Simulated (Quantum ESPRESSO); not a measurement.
# Mg2CaZnO4: finding a planted mistake in a log

A calculation, not a measurement. The program is pw.x of Quantum ESPRESSO 7.5 (plane-wave density functional theory). The cell is made up: 8 atoms on a rocksalt lattice, with randomly drawn elements, strain and displacements, not relaxed. PseudoDojo standard norm-conserving files (v0.5 for PBE, v0.4.1 for LDA and PBEsol) set the functional; there is no spin polarisation, spin-orbit coupling or dispersion term, and the masses in the input are unused placeholders.

Intended input:

```
&control calculation='scf', pseudo_dir='./dojo.nc.sr.pbe.v0_5.standard.upf', outdir='./o', disk_io='low', tprnfor=.true., tstress=.true. /
&system ibrav=0, nat=8, ntyp=4, nbnd=43, ecutwfc=84.00895049, nosym=.true., tot_charge=0,
 occupations='smearing', smearing='fd', degauss=0.0018374661
/
&electrons conv_thr=7.350e-09, electron_maxstep=60, /
ATOMIC_SPECIES
Ca 1.0 Ca.upf
Mg 1.0 Mg.upf
O 1.0 O.upf
Zn 1.0 Zn.upf
CELL_PARAMETERS angstrom
4.4647 -0.0416 -0.0115
-0.0416 4.4871 0.0216
-0.0115 0.0216 4.6023
ATOMIC_POSITIONS angstrom
Mg 0.0935 0.0192 0.0356
Ca -0.0049 2.2624 2.3245
Zn 2.1911 -0.0719 2.2435
Mg 2.1727 2.2341 0.0253
O 2.2575 0.0671 0.0189
O 2.1812 2.2432 2.2519
O 4.5049 0.0134 2.3025
O 4.402 2.1527 0.0217
K_POINTS automatic
4 4 4 1 1 1
```

The log is shortened where brackets say so; the opening notice, blank lines, dates and the lines on written files are dropped, and the path of the files is cut. It prints rydbergs, bohrs and kilobars, and counts compression as positive stress.

Log of the intended run:

```
     Program PWSCF v.7.5
     Parallel version (MPI & OpenMP), running on       4 processor cores
     Number of MPI processes:                 4
     Threads/MPI process:                     1
     [start-up lines left out]
     bravais-lattice index     =            0
     lattice parameter (alat)  =       8.4375  a.u.
     unit-cell volume          =     622.1277 (a.u.)^3
     number of atoms/cell      =            8
     number of atomic types    =            4
     number of electrons       =        74.00
     number of Kohn-Sham states=           43
     kinetic-energy cutoff     =      84.0090  Ry
     charge density cutoff     =     336.0358  Ry
     scf convergence threshold =      7.3E-09
     mixing beta               =       0.7000
     number of iterations used =            8  plain     mixing
     Exchange-correlation= PBE
                           (   1   4   3   4   0   0   0)
     [axes and pseudopotential details left out]
   Cartesian axes
     site n.     atom                  positions (alat units)
         1        Mg     tau(   1) = (   0.0209411   0.0043002   0.0079733  )
         2        Ca     tau(   2) = (  -0.0010974   0.5067069   0.5206154  )
         3        Zn     tau(   3) = (   0.4907379  -0.0161034   0.5024739  )
         4        Mg     tau(   4) = (   0.4866169   0.5003686   0.0056664  )
         5        O      tau(   5) = (   0.5056095   0.0150283   0.0042330  )
         6        O      tau(   6) = (   0.4885206   0.5024067   0.5043552  )
         7        O      tau(   7) = (   1.0089568   0.0030012   0.5156880  )
         8        O      tau(   8) = (   0.9859104   0.4821375   0.0048601  )
     number of k points=    32  Fermi-Dirac smearing, width (Ry)=  0.0018
                       cart. coord. in units 2pi/alat
        k(    1) = (   0.1264819   0.1249720   0.1209979), wk =   0.0625000
        k(    2) = (   0.1270958   0.1238101   0.3635417), wk =   0.0625000
     [further k points left out]
     Dense  grid:    64807 G-vectors     FFT dimensions: (  50,  50,  54)
     Estimated max dynamical RAM per process >     130.28 MB
     Estimated total dynamical RAM >     473.64 MB
     Initial potential from superposition of free atoms
     starting charge      73.9933, renormalised to      74.0000
     Starting wfcs are   41 randomized atomic wfcs +    2 random wfcs
     total cpu time spent up to now is        1.4 secs
     per-process dynamical memory:    93.2 Mb
     Self-consistent Calculation
     iteration #  1     ecut=    84.01 Ry     beta= 0.70
     Davidson diagonalization with overlap
     ethr =  1.00E-02,  avg # of iterations =  6.3
     total cpu time spent up to now is        3.7 secs
     total energy              =    -865.13670751 Ry
     estimated scf accuracy    <       1.96464704 Ry
     iteration #  2     ecut=    84.01 Ry     beta= 0.70
     Davidson diagonalization with overlap
     ethr =  2.65E-03,  avg # of iterations =  3.9
     total cpu time spent up to now is        6.0 secs
     total energy              =    -865.50309828 Ry
     estimated scf accuracy    <       3.02677617 Ry
     [iterations 3 to 10 left out]
     iteration # 11     ecut=    84.01 Ry     beta= 0.70
     Davidson diagonalization with overlap
     ethr =  2.22E-10,  avg # of iterations =  2.0
     total cpu time spent up to now is       24.8 secs
     total energy              =    -866.08674493 Ry
     estimated scf accuracy    <       0.00000005 Ry
     iteration # 12     ecut=    84.01 Ry     beta= 0.70
     Davidson diagonalization with overlap
     ethr =  6.48E-11,  avg # of iterations =  2.9
     total cpu time spent up to now is       26.7 secs
     End of self-consistent calculation
     [lines on levels left out]
!    total energy              =    -866.08674493 Ry
     estimated scf accuracy    <          1.5E-09 Ry
     smearing contrib. (-TS)   =      -0.00000000 Ry
     internal energy E=F+TS    =    -866.08674493 Ry
     The total energy is F=E-TS. E is the sum of the following terms:
     one-electron contribution =    -513.22820544 Ry
     hartree contribution      =     280.92134554 Ry
     xc contribution           =    -125.32067117 Ry
     ewald contribution        =    -508.45921387 Ry
     convergence has been achieved in  12 iterations
     Forces acting on atoms (cartesian axes, Ry/au):
     atom    1 type  2   force =    -0.02246200    0.00634190   -0.00557570
     atom    2 type  1   force =    -0.03021145    0.00367444    0.00516061
     atom    3 type  4   force =     0.00930371    0.01031892    0.00234679
     atom    4 type  2   force =     0.01830417   -0.00704336    0.00124912
     atom    5 type  3   force =    -0.01039283   -0.02300076   -0.00046319
     atom    6 type  3   force =     0.01735936    0.01326664    0.00538682
     atom    7 type  3   force =     0.00107263   -0.02430123   -0.00095821
     atom    8 type  3   force =     0.01702642    0.02074345   -0.00714623
     Total force =     0.067978     Total SCF correction =     0.000063
     Computing stress (Cartesian axis) and pressure
          total   stress  (Ry/bohr**3)                   (kbar)     P=      -45.68
  -0.00022790   0.00012910   0.00003417          -33.52       18.99        5.03
   0.00012910  -0.00026019  -0.00005448           18.99      -38.28       -8.01
   0.00003417  -0.00005448  -0.00044347            5.03       -8.01      -65.24
     init_run     :      1.28s CPU      1.34s WALL (       1 calls)
     electrons    :     25.19s CPU     25.31s WALL (       1 calls)
     forces       :      0.36s CPU      0.36s WALL (       1 calls)
     stress       :      1.19s CPU      1.19s WALL (       1 calls)
     [timing details left out]
     PWSCF        :     28.10s CPU     28.29s WALL
     JOB DONE.
```

A second run was made from an input with one planted mistake. Its log:

```
     Program PWSCF v.7.5
     Parallel version (MPI & OpenMP), running on       4 processor cores
     Number of MPI processes:                 4
     Threads/MPI process:                     1
     [start-up lines left out]
     bravais-lattice index     =            0
     lattice parameter (alat)  =       8.4375  a.u.
     unit-cell volume          =     622.1277 (a.u.)^3
     number of atoms/cell      =            8
     number of atomic types    =            4
     number of electrons       =        74.00
     number of Kohn-Sham states=           43
     kinetic-energy cutoff     =      84.0090  Ry
     charge density cutoff     =     336.0358  Ry
     scf convergence threshold =      2.2E-02
     mixing beta               =       0.7000
     number of iterations used =            8  plain     mixing
     Exchange-correlation= PBE
                           (   1   4   3   4   0   0   0)
     [axes and pseudopotential details left out]
   Cartesian axes
     site n.     atom                  positions (alat units)
         1        Mg     tau(   1) = (   0.0209411   0.0043002   0.0079733  )
         2        Ca     tau(   2) = (  -0.0010974   0.5067069   0.5206154  )
         3        Zn     tau(   3) = (   0.4907379  -0.0161034   0.5024739  )
         4        Mg     tau(   4) = (   0.4866169   0.5003686   0.0056664  )
         5        O      tau(   5) = (   0.5056095   0.0150283   0.0042330  )
         6        O      tau(   6) = (   0.4885206   0.5024067   0.5043552  )
         7        O      tau(   7) = (   1.0089568   0.0030012   0.5156880  )
         8        O      tau(   8) = (   0.9859104   0.4821375   0.0048601  )
     number of k points=    32  Fermi-Dirac smearing, width (Ry)=  0.0018
                       cart. coord. in units 2pi/alat
        k(    1) = (   0.1264819   0.1249720   0.1209979), wk =   0.0625000
        k(    2) = (   0.1270958   0.1238101   0.3635417), wk =   0.0625000
     [further k points left out]
     Dense  grid:    64807 G-vectors     FFT dimensions: (  50,  50,  54)
     Estimated max dynamical RAM per process >     130.28 MB
     Estimated total dynamical RAM >     473.64 MB
     Initial potential from superposition of free atoms
     starting charge      73.9933, renormalised to      74.0000
     Starting wfcs are   41 randomized atomic wfcs +    2 random wfcs
     total cpu time spent up to now is        1.4 secs
     per-process dynamical memory:    93.2 Mb
     Self-consistent Calculation
     iteration #  1     ecut=    84.01 Ry     beta= 0.70
     Davidson diagonalization with overlap
     ethr =  1.00E-02,  avg # of iterations =  6.3
     total cpu time spent up to now is        3.7 secs
     total energy              =    -865.13670751 Ry
     estimated scf accuracy    <       1.96464704 Ry
     iteration #  2     ecut=    84.01 Ry     beta= 0.70
     Davidson diagonalization with overlap
     ethr =  2.65E-03,  avg # of iterations =  3.9
     total cpu time spent up to now is        5.9 secs
     total energy              =    -865.50309828 Ry
     estimated scf accuracy    <       3.02677617 Ry
     iteration #  3     ecut=    84.01 Ry     beta= 0.70
     Davidson diagonalization with overlap
     ethr =  2.65E-03,  avg # of iterations =  3.1
     total cpu time spent up to now is        7.9 secs
     total energy              =    -866.06954210 Ry
     estimated scf accuracy    <       0.02393017 Ry
     iteration #  4     ecut=    84.01 Ry     beta= 0.70
     Davidson diagonalization with overlap
     ethr =  3.23E-05,  avg # of iterations =  6.3
     total cpu time spent up to now is       10.6 secs
     total energy              =    -866.08116862 Ry
     estimated scf accuracy    <       0.03660836 Ry
     iteration #  5     ecut=    84.01 Ry     beta= 0.70
     Davidson diagonalization with overlap
     ethr =  3.23E-05,  avg # of iterations =  2.3
     total cpu time spent up to now is       12.5 secs
     End of self-consistent calculation
     [lines on levels left out]
!    total energy              =    -866.08486249 Ry
     estimated scf accuracy    <       0.00319447 Ry
     smearing contrib. (-TS)   =      -0.00000000 Ry
     internal energy E=F+TS    =    -866.08486249 Ry
     The total energy is F=E-TS. E is the sum of the following terms:
     one-electron contribution =    -513.17179879 Ry
     hartree contribution      =     280.92979202 Ry
     xc contribution           =    -125.38364184 Ry
     ewald contribution        =    -508.45921387 Ry
     convergence has been achieved in   5 iterations
     Forces acting on atoms (cartesian axes, Ry/au):
     atom    1 type  2   force =    -0.02236737    0.00748875   -0.00557304
     atom    2 type  1   force =    -0.03056522    0.00354422    0.00539048
     atom    3 type  4   force =     0.01033159    0.01108201    0.00205633
     atom    4 type  2   force =     0.01854461   -0.00815385    0.00174355
     atom    5 type  3   force =    -0.01086589   -0.02445576   -0.00094646
     atom    6 type  3   force =     0.01658060    0.01428057    0.00532615
     atom    7 type  3   force =     0.00144691   -0.02492617   -0.00083712
     atom    8 type  3   force =     0.01689477    0.02114022   -0.00715988
     Total force =     0.069588     Total SCF correction =     0.049820
     SCF correction compared to forces is large: reduce conv_thr to get better values
     Computing stress (Cartesian axis) and pressure
          total   stress  (Ry/bohr**3)                   (kbar)     P=      -39.08
  -0.00019279   0.00013155   0.00003519          -28.36       19.35        5.18
   0.00013155  -0.00022299  -0.00005560           19.35      -32.80       -8.18
   0.00003519  -0.00005560  -0.00038130            5.18       -8.18      -56.09
     init_run     :      1.28s CPU      1.33s WALL (       1 calls)
     electrons    :     10.99s CPU     11.08s WALL (       1 calls)
     forces       :      0.36s CPU      0.37s WALL (       1 calls)
     stress       :      1.18s CPU      1.18s WALL (       1 calls)
     [timing details left out]
     PWSCF        :     13.89s CPU     14.05s WALL
     JOB DONE.
```

Question: what was wrong in the second input?

Answer: the self-consistency threshold is too loose. The input lines that differ, file-writing options aside:

```
- &electrons conv_thr=7.350e-09, electron_maxstep=60, /
+ &electrons conv_thr=2.205e-02, electron_maxstep=60, /
```

|  | intended run | run with the mistake |
| --- | --- | --- |
| free energy (eV) | -11783.710 | -11783.685 |
| smearing term -TS (eV) | 0.0000 | 0.0000 |
| pressure (GPa) | -4.57 | -3.91 |
| largest force component (eV/Å) | 0.777 | 0.786 |
| largest change of a force component (eV/Å) |  | 0.037 |
| iterations | 12 | 5 |

For scale, a rerun of the intended cell at 1437 eV and a 6 x 6 x 6 mesh moved values by no more than 0.002 eV in energy, 0.04 GPa in stress and 0.004 eV/Å in force.